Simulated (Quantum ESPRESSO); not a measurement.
Moving one atom in NbPdPt2Sc4

All numbers below are calculated, not measured. They come from Quantum ESPRESSO 7.5, a public plane-wave density functional program. Each row is one single-point run on a made-up periodic cell of eight metal atoms, with elements, volume, strain and displacements drawn at random and not relaxed, so a cell may be unstable or far from any real phase. There is no spin polarisation or spin-orbit coupling.

Settings: PBE unless stated; PseudoDojo standard norm-conserving files; Fermi-Dirac width 0.25 eV, which means electrons at about 2900 K; cutoff 1143 eV; 8 x 4 x 3 k mesh shifted half a step off Gamma. E is the free energy of the whole cell (internal energy minus TS), so a -TS column is already part of it. Stress is positive in tension, and the pressure P is minus a third of its trace.

Checks: one run of this series was repeated at a higher cutoff and on a denser mesh, which moved values by no more than 0.008 eV, 0.12 GPa and 0.006 eV/Å, and a second program with other atomic files agreed on it to 2 % rms in force and 0.5 GPa in pressure. Known limits: heavy elements are run without spin-orbit coupling, which real alloys of them have; a spin test at this wide smearing found no moment, but such smearing suppresses magnetism that the real alloy may have.

The lattice is face-centred cubic, and the cell vectors in Å are (0.000, -2.114, -2.114); (-6.343, -2.114, 0.000); (-2.114, 4.229, -6.343), a volume of 151.22 Å³. The elements on sites 1 to 8 are Nb Sc Sc Pt Sc Pd Pt Sc. The runs move the Pt atom on site 7 by u along y from its drawn, already displaced place and keep all else fixed. Forces are on that atom, and E is counted from run 4.

| run | u (Å) | Fx (eV/Å) | Fy (eV/Å) | Fz (eV/Å) | P (GPa) | E (meV) |
|---|---|---|---|---|---|---|
| 1 | -0.1622 | -0.059 | -0.054 | 0.350 | -0.37 | -19.8 |
| 2 | -0.1154 | -0.082 | -0.148 | 0.382 | -0.42 | -15.1 |
| 3 | -0.0765 | ? | ? | ? | ? | ? |
| 4 | -0.0464 | -0.116 | -0.290 | 0.432 | -0.45 | 0.0 |
| 5 | 0.0555 | -0.168 | -0.521 | 0.523 | -0.34 | 41.0 |
| 6 | 0.0847 | -0.184 | -0.595 | 0.554 | -0.28 | 57.3 |
| 7 | 0.1126 | -0.199 | -0.669 | 0.587 | -0.20 | 74.9 |

## Worked fit

A parabola through the runs shown gives Fy = -0.393 - 2.29 u - 1.3 u² eV/Å, with an error of 0.01 on the linear term and a scatter of 0.003 eV/Å. Minus its integral from run 1 to run 7 is 95 meV, and the table's energies differ by 95 meV.

## Withheld run

Question: what Fy should run 3 give?

The fit gives -0.225 ± 0.003 eV/Å. The calculation gave -0.227 eV/Å.
